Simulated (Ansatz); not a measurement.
An Ansatz (a quantum-chemistry and plane-wave program) run. Input:

Ansatz 0.2 input:
```yaml
crystal:
  lattice:
    - [0.0, 3.9877965943, 4.3849136264]
    - [2.3506728126, 0.0, 4.3849136264]
    - [2.3506728126, 3.9877965943, 0.0]
  atoms:
    - { symbol: Al, position: [0.0789308972, 0.4210691028, 0.0789308972] }
    - { symbol: Al, position: [0.4210691028, 0.0789308972, 0.4210691028] }
    - { symbol: Al, position: [0.1710691028, 0.8289308972, 0.1710691028] }
    - { symbol: Al, position: [0.8289308972, 0.1710691028, 0.8289308972] }
    - { symbol: Ru, position: [0.75, 0.75, 0.75] }
    - { symbol: Ru, position: [0.5, 0.5, 0.5] }
kpoints:
  mp_grid: { grid: [8, 8, 8] }
hamiltonian:
  xc: pbesol
  pseudopotentials: { kind: paw }
scf:
  occupations: { method: fixed }
phonons:
  method: dfpt
  response_accuracy: low
  eigenvectors: true
  rigid_motions: translations
```

Output (shortened):

```
Pseudopotential: Al, paw, valence charge 3
Pseudopotential: Ru, paw, valence charge 16
Functional definition: PBEsol
Crystal: 6 atoms, lattice volume = 82.208 Å³
Basis set: ecut = 420 eV, 1621 PW (Γ), exchange–correlation on 80×80×80 points (8 copies of the dense FFT grid, shifted against one another)
Bands: 28, of which v1, the nominal top of the filled ones, is band 22 counted from 1 (21 counted from 0)
Symmetry: 8 space group operations
k-points: 150 of 512 (irreducible under 2 space group operations, time reversal used)
SCF iter   1: F=—  HF=-13735.326845 eV  |F-HF|=—  |Δ(HF+E_count)|=         —  Δρ=6.60e-3  dr2=3.89e-2  ethr=1.77e-3  ⟨swp⟩=4.2  Hψ=15781  notcnv=0  defer=536
preconditioner: auto → none
SCF iter   2: F=—  HF=-13735.336919 eV  |F-HF|=—  |Δ(HF+E_count)|=   1.01e-2  Δρ=8.53e-3  dr2=1.04e-1  ethr=8.84e-5  ⟨swp⟩=2.0  Hψ=8375  notcnv=0  defer=596
WARN: iter 2: σ=0 fill of 22 bands saw a band overlap (occupied 14.1398 eV > unoccupied 14.1314 eV) — on an unconverged iterate often a transient of an (band_overlap_at_count)
SCF iter   3: F=—  HF=-13735.320472 eV  |F-HF|=—  |Δ(HF+E_count)|=   1.64e-2  Δρ=1.81e-3  dr2=2.04e-3  ethr=8.84e-5  ⟨swp⟩=2.1  Hψ=6320  notcnv=0  defer=599
SCF iter   4: F=—  HF=-13735.320214 eV  |F-HF|=—  |Δ(HF+E_count)|=   2.58e-4  Δρ=2.81e-4  dr2=1.83e-5  ethr=4.63e-6  ⟨swp⟩=2.1  Hψ=6834  notcnv=0  defer=600
SCF iter   5: F=—  HF=-13735.320217 eV  |F-HF|=—  |Δ(HF+E_count)|=   3.61e-6  Δρ=4.17e-5  dr2=1.03e-6  ethr=4.16e-8  ⟨swp⟩=1.7  Hψ=4850  notcnv=0  defer=254
SCF iter   6: F=—  HF=-13735.320218 eV  |F-HF|=—  |Δ(HF+E_count)|=   1.16e-6  Δρ=6.54e-6  dr2=1.97e-8  ethr=2.34e-9  ⟨swp⟩=2.4  Hψ=5718  notcnv=0  defer=226
SCF iter   7: F=—  HF=-13735.320218 eV  |F-HF|=—  |Δ(HF+E_count)|=   1.01e-9  Δρ=1.57e-6  dr2=2.80e-9  ethr=4.48e-11  ⟨swp⟩=2.0  Hψ=5608  notcnv=0  defer=226
SCF iter   8: F=—  HF=-13735.320218 eV  |F-HF|=—  |Δ(HF+E_count)|=  3.46e-10  Δρ=3.96e-7  dr2=1.89e-10  ethr=6.36e-12  ⟨swp⟩=2.3  Hψ=6902  notcnv=0  defer=226
SCF iter   9: F=-13735.320218 eV  HF=-13735.320218 eV  |F-HF|=0.00e0  |Δ(HF+E_count)|=  2.91e-11  Δρ=3.86e-8  dr2=1.56e-12  ethr=1.00e-12  ⟨swp⟩=10.8  Hψ=24488  notcnv=0
SCF 1 converged in 9 iterations: F = -13735.320218 eV  dr2 = 1.56e-12
DFPT response loops at Γ: preconditioner auto → Resta (q_TF=auto, 2.458 Å⁻¹)  ε∞=23.4 (no band partly filled) …
SCF converged after 9 iterations
Free energy (F): -13735.320218 eV
Harris-Foulkes:  -13735.320218 eV  (|F-HF|=0.00e0)
Internal energy: -13735.320218 eV  (E = F + TS)
E sigma→0 (E₀):  -13735.320218 eV
Fermi energy:    14.129897 eV
--- Per-component energies (eV) ---
  E_band       = -288.738503
  E_kinetic    = 1133.841676
  E_local      = -4202.034501  (includes V_loc(G=0)·N_el)
  E_nonlocal   = 732.961058
  E_hartree    = 1554.872259
  E_xc         = -542.194540
  E_vxc        = -601.267517  (∫ρ·V_xc dr)
  E_paw        = -8620.113798  (= ΣΔE_a)
  E_vpaw       = -461.983242  (= ΣTr[D̂ρ^β])
  E_aug_tail   = -0.000400  (compensation charges beyond the density's cutoff)
  E_ewald      = -3793.235120
  E_core_change = 0.583148  (= ΣΔE_core)
  E_smearing   =  0.000000  (= −TS)
  E_closure    = 0.000000  (closes the sum)
  Σ components = -13735.320218   (vs F -13735.320218, Δ=0.00e0)
  [band-id]    e_kinetic+e_local+e_nonlocal+2·e_hartree+e_vxc+e_vpaw+e_augmentation_tail = -288.738407   (vs E_band -288.738503, Δ=9.55e-5)
--- Band table (eV; the first three rows and the last of 150) ---
  k-point 0: bands = ["-58.3688", "-58.3559", "-28.5302", "-28.4460", "-28.4431", "-28.3937", "-28.3820", "-28.3774", "3.0664", "7.8845", "9.4533", "9.4989", "9.9853", "10.4642", "10.6590", "10.6867", "10.8383", "11.1717", "12.1161", "12.8804", "12.8998", …
  k-point 1: bands = ["-58.3684", "-58.3562", "-28.5286", "-28.4544", "-28.4365", "-28.3943", "-28.3822", "-28.3773", "3.2514", "7.8871", "8.9427", "9.4406", "9.7147", "10.6619", "10.6901", "10.9619", "11.0220", "11.3420", "11.9999", "12.7593", "12.8969", …
  k-point 2: bands = ["-58.3674", "-58.3572", "-28.5243", "-28.4645", "-28.4315", "-28.3949", "-28.3829", "-28.3768", "3.7932", "7.7833", "8.1187", "9.2516", "9.7543", "10.3510", "10.5833", "11.1159", "11.3123", "11.8007", "12.0497", "12.4261", "12.5669", …
  k-point 149: bands = ["-58.3623", "-58.3623", "-28.4881", "-28.4881", "-28.4282", "-28.4282", "-28.3716", "-28.3716", "5.0011", "5.0011", "8.9299", "8.9299", "10.3756", "10.3756", "10.6212", "10.6212", "11.7855", "11.7855", "12.5391", "12.5391", "12.7777", …
--- Phonons (Γ-DFPT): 6 representative perturbations + reference, on 150 of 512 k-points (Σ response iterations 18) ---
  ASR residual: 3.567e-4 → 0.000e0 eV/Å²; symmetrization residual: 8.804e-5 eV/Å²
  ASR residual per site (eV/Å²): 1.20e-4 1.20e-4 1.20e-4 1.20e-4 3.57e-4 3.57e-4
  Γ frequencies (cm⁻¹): 0.00 0.00 0.00 132.61 179.75 207.39 224.44 241.64 243.97 244.20 266.98 297.40 347.83 353.37 380.27 391.14 413.64 469.89
  non-analytic LO–TO correction: not included (Born effective charges unavailable; polar crystals: no LO–TO splitting at Γ)
```

Cost: around 2.7 core-minutes (rough) on shared cores.

Space group Fddd. The first step of the workflow began from a Materials Project structure, measured or hypothetical; the Crystallography Open Database copy checked does not list it. With Al and Ru taken as one species the cell has the higher symmetry Fddd, so it may be an ordered model of a mixed-site phase. Whether it is the stable phase at ambient conditions was not checked. Symmetry was held in the PBEsol relaxation; phonons on a q-mesh show no instability. No spin polarisation was allowed. Spin–orbit coupling is left out wherever it is not named.

Potentials: the later of the program's two PAW sets.

Ansatz is a plane-wave DFT program.
